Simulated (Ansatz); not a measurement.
Al2O3:
```cif
data_Al12O18
_chemical_formula_sum 'Al12 O18'
_space_group_name_H-M_alt 'R-3c :H'
_space_group_IT_number 167
_space_group_name_Hall '-R 3 2"c'
_cell_length_a 4.80856
_cell_length_b 4.80856
_cell_length_c 13.12488
_cell_angle_alpha 90.000
_cell_angle_beta 90.000
_cell_angle_gamma 120.000
loop_
_atom_site_label
_atom_site_type_symbol
_atom_site_symmetry_multiplicity
_atom_site_Wyckoff_symbol
_atom_site_fract_x
_atom_site_fract_y
_atom_site_fract_z
_atom_site_occupancy
Al1 Al 12 c 0.00000 0.00000 0.14788 1
O1 O 18 e 0.30617 0.30617 0.75000 1
```
(The calculation used a cell of 10 atoms; values per cell refer to that cell.)

Relaxed with PBE.

### Question
Which orbitals make up the states near the band edges in DFT-PBE in the program Ansatz with PAW potentials?

### Answer
Top 1 eV of the valence band: O 2p 96 %. Bottom 1 eV of the conduction band: Al 3s 42 %, O 2s 38 %, Al 3p 13 %, O 2p 7 %. Projections are on Löwdin-orthogonalised atomic valence shells; empty p or d shells of many metals are not among them.

### Question
Tabulate the density of states.

### Answer
States/eV per cell of 10 atoms, in 0.25 eV bins, energy from the valence-band maximum.

```tsv
E (eV)	total	O 2p	Al 3p	Al 3s
-6.85	0.00	0.00	0.00	0.00
-6.60	0.34	0.25	0.01	0.08
-6.35	1.58	1.16	0.08	0.31
-6.10	3.67	2.70	0.29	0.60
-5.85	5.89	4.34	0.46	0.92
-5.60	5.36	3.96	0.49	0.71
-5.35	3.81	2.82	0.38	0.45
-5.10	2.88	2.15	0.25	0.32
-4.85	5.11	3.86	0.77	0.27
-4.60	3.97	3.05	0.65	0.15
-4.35	2.50	1.95	0.41	0.06
-4.10	5.24	4.12	0.80	0.14
-3.85	6.29	4.98	0.87	0.17
-3.60	3.38	2.68	0.45	0.09
-3.35	3.49	2.81	0.43	0.08
-3.10	4.31	3.56	0.48	0.10
-2.85	3.64	3.04	0.36	0.11
-2.60	4.56	3.87	0.42	0.14
-2.35	6.58	5.68	0.60	0.16
-2.10	7.14	6.29	0.55	0.15
-1.85	6.32	5.72	0.36	0.10
-1.60	8.02	7.38	0.42	0.06
-1.35	10.77	10.12	0.40	0.06
-1.10	7.73	7.32	0.22	0.04
-0.85	8.25	7.86	0.20	0.04
-0.60	9.41	9.00	0.22	0.04
-0.35	9.85	9.45	0.18	0.09
-0.10	3.94	3.83	0.04	0.02
0.15	0.00	0.00	0.00	0.00
0.40	0.00	0.00	0.00	0.00
0.65	0.00	0.00	0.00	0.00
0.90	0.00	0.00	0.00	0.00
1.15	0.00	0.00	0.00	0.00
1.40	0.00	0.00	0.00	0.00
1.65	0.00	0.00	0.00	0.00
1.90	0.00	0.00	0.00	0.00
2.15	0.00	0.00	0.00	0.00
2.40	0.00	0.00	0.00	0.00
2.65	0.00	0.00	0.00	0.00
2.90	0.00	0.00	0.00	0.00
3.15	0.00	0.00	0.00	0.00
3.40	0.00	0.00	0.00	0.00
3.65	0.00	0.00	0.00	0.00
3.90	0.00	0.00	0.00	0.00
4.15	0.00	0.00	0.00	0.00
4.40	0.00	0.00	0.00	0.00
4.65	0.00	0.00	0.00	0.00
4.90	0.00	0.00	0.00	0.00
5.15	0.00	0.00	0.00	0.00
5.40	0.00	0.00	0.00	0.00
5.65	0.00	0.00	0.00	0.00
5.90	0.01	0.00	0.00	0.01
6.15	0.08	0.00	0.01	0.04
6.40	0.13	0.01	0.01	0.06
6.65	0.18	0.01	0.03	0.07
6.90	0.23	0.02	0.04	0.08
7.15	0.29	0.03	0.06	0.09
7.40	0.35	0.05	0.08	0.10
7.65	0.44	0.06	0.11	0.12
7.90	0.53	0.08	0.14	0.13
8.15	0.65	0.10	0.18	0.15
8.40	0.80	0.13	0.23	0.18
8.65	1.00	0.17	0.31	0.21
8.90	1.60	0.24	0.54	0.34
9.15	3.46	0.40	1.24	0.91
9.40	4.01	0.45	1.43	1.13
9.65	4.89	0.58	1.60	1.42
9.90	4.58	0.54	1.56	1.35
10.15	4.74	0.54	1.64	1.46
10.40	4.64	0.53	1.55	1.49
10.65	4.36	0.48	1.58	1.29
```

Symmetry was held in the PBE relaxation.

Potentials: the later of the program's two PAW sets.
